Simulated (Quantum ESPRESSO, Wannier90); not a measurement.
## Wannier functions of CdSe (zinc blende)

```xyz
2
Lattice="0.0000 3.0703 3.0703 3.0703 0.0000 3.0703 3.0703 3.0703 0.0000" Properties=species:S:1:pos:R:3 pbc="T T T"
Cd     0.0000     0.0000     0.0000
Se     1.5351     1.5351     1.5351
```

Structure: Materials Project mp-2691, symmetrised, not relaxed again. Not found in the COD (Crystallography Open Database) copy used, which has the formula in other groups; not checked further. Method: PBEsol plane waves in Quantum ESPRESSO 7.5 (PseudoDojo norm-conserving files, 82 Ry, no spin polarisation, no spin-orbit coupling), Bloch states on a 8×8×8 mesh through Γ, Wannier90 4.0.1. Density: 10×10×10 mesh, Gaussian smearing 0.01 Ry. Spin-orbit coupling, left out, would split the p-like bands by a few tenths of an eV.

Functional, cutoff and mesh named above are those of the base row (PBEsol); the first column says what each row takes instead. Model: 8 functions from bands 10,16-31, start hydrogen-like Cd: s;p; Se: s;p, disentangled but not localised (num_iter = 0), frozen window tied to the conduction edge or Fermi level of each row, as listed, which moves Ω_I and hoppings a little by itself. Energies are relative to the valence-band maximum; the misfit is to pw.x on a path, for states up to 1.4 eV relative to the valence-band maximum. The functional changes, each with its own PseudoDojo files and their cutoffs, on the same cell. The disentangled Ω_I can sit in another minimum from row to row.

```tsv
functional	frozen to (eV)	Ω_I (Å²)	rms misfit (meV)	gap (eV)	bottom of band 10 (eV)	on-site Cd1 pz minus Cd1 s (eV)	hopping modulus Se2 py – Cd1 pz, R = 0 0 0 (eV)	hopping modulus Se2 px – Cd1 s, R = 0 0 1 (eV)	hopping modulus Se2 s – Cd1 s, R = 0 1 0 (eV)
LDA	1.77	12.15	1.2	0.27	-12.52	5.36	1.174	1.106	1.043
PBE	2.05	12.16	1.5	0.55	-12.44	5.32	1.182	1.111	1.058
PBEsol	1.93	12.21	1.4	0.43	-12.47	5.31	1.181	1.111	1.055
```
